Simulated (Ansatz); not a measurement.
Theory: DFT PBE, scalar-relativistic, plane waves, PAW (Ansatz 0.2.0). Settings: cutoff 420 eV, Γ-centred meshes spaced at most about 0.3 Å⁻¹, and about 0.25 Å⁻¹ or finer for metals (2π included), Gaussian smearing. No spin polarisation in the final relaxations.

These are static total energies at zero pressure.

Compare these two cells of HfBeC2N, each relaxed at this level.

1.

```yaml
crystal:
  lattice:
    - [3.28690, 0.00000, 0.00000]
    - [0.00000, 3.28690, 0.00000]
    - [0.00000, 0.00000, 4.36047]
  atoms:
    - { symbol: Hf, position: [0.50000, 0.50000, 0.50000] }
    - { symbol: Be, position: [0.00000, 0.00000, 0.00000] }
    - { symbol: C, position: [0.50000, 0.00000, 0.00000] }
    - { symbol: C, position: [0.00000, 0.50000, 0.00000] }
    - { symbol: N, position: [0.00000, 0.00000, 0.50000] }
```

2.

```yaml
crystal:
  lattice:
    - [3.22470, 0.00000, 0.00000]
    - [0.00000, 4.79279, 0.00000]
    - [-0.17421, 0.00000, 6.42213]
  atoms:
    - { symbol: Hf, position: [0.59189, 0.99915, 0.20429] }
    - { symbol: Hf, position: [0.59189, 0.00085, 0.70429] }
    - { symbol: Be, position: [0.04546, 0.61156, 0.47837] }
    - { symbol: Be, position: [0.04546, 0.38844, 0.97837] }
    - { symbol: C, position: [0.78770, 0.49284, 0.25107] }
    - { symbol: C, position: [0.78770, 0.50716, 0.75107] }
    - { symbol: C, position: [0.50030, 0.50173, 0.10653] }
    - { symbol: C, position: [0.50030, 0.49827, 0.60653] }
    - { symbol: N, position: [0.07601, 0.97199, 0.46184] }
    - { symbol: N, position: [0.07601, 0.02801, 0.96184] }
```

Question: Which form is favoured at zero pressure, and by what margin per atom?

Answer: Cell 2 is lower, by 1.11 eV/atom. Cell 1 has space group P4/mmm (No. 123), 9.4 Å³/atom and no gap on its mesh; cell 2 has space group Pc (No. 7), 9.9 Å³/atom and no gap. Counting C or N atoms around Be and Hf (for each partner element, those within 1.25 times its shortest distance or 1.15 times the sum of covalent radii, where it is the nearest in units of that sum or under 1.3; a plus sign parts groups by distance over the sum of covalent radii), cell 1 has Hf 4+8, Be 4 and cell 2 has Hf 8, Be 3+2. Cell 2 holds C–C pairs (shortest 1.29 Å); in cell 1 the shortest C–C distance is 2.32 Å. The lower one is the more open, so pressure narrows the difference. In cell 1, around Hf lie 4 N at 2.32 Å and 8 C at 2.73 Å; around Be lie 4 C at 1.64 Å and 2 N at 2.18 Å; around C lie 2 Be at 1.64 Å, 4 C at 2.32 Å, 4 Hf at 2.73 Å and 4 N at 2.73 Å; N is surrounded by 2 Be at 2.18 Å, 4 Hf at 2.32 Å and 8 C at 2.73 Å. In cell 2, Hf is surrounded by 4 N at 2.24–2.38 Å, 4 C at 2.47–2.52 Å, 3 Be at 2.80–2.92 Å, 1 Be at 3.13 Å and 4 Hf at 3.21–3.22 Å; Be has 1 N at 1.73 Å, 2 C at 1.75–1.76 Å, 2 C at 2.02–2.04 Å, 3 Hf at 2.80–2.92 Å and 4 C at 2.89–2.97 Å; around C on its first site lie 1 C at 1.29 Å, 1 Be at 1.76 Å, 1 Be at 2.02 Å, 2 Hf at 2.47–2.52 Å and 2 C at 2.49–2.50 Å; N is surrounded by 1 Be at 1.73 Å and 4 Hf at 2.24–2.38 Å; 1 more site not described. Both come from invented guesses.

Spin–orbit coupling, which can matter for Hf, is left out. A magnetic state wasn't ruled out in cells without spin, among them P4/mmm. Cells relaxed within their symmetry can be saddle points. The Pc cell of HfBeC2N came from shaking the P4/mmm one.
